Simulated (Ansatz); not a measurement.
**Magnetic states of yttrium, simple cubic**

The calculation used DFT, r2SCAN, plane waves (500 eV) with PAW, scalar-relativistic (Ansatz 0.2.0). (PAW data from PBE, frozen cores regenerated.)

Each start was relaxed and then solved on a dense mesh, with Fermi-Dirac smearing of 0.05 eV (0.1 eV in a metal without spin) extrapolated to zero. Rows within 2 meV/atom of each other tie.

Problem. Where does each start end, and how do the energies compare? Starts: ferromagnetic; non-magnetic.

Solution. 
```tsv
start	ends	ΔE (meV/atom)	V (Å³/atom)
ferromagnetic	ferromagnetic, net 0.93 μB per atom	0.0	35.65
non-magnetic	spin not included	96.1	34.86
```
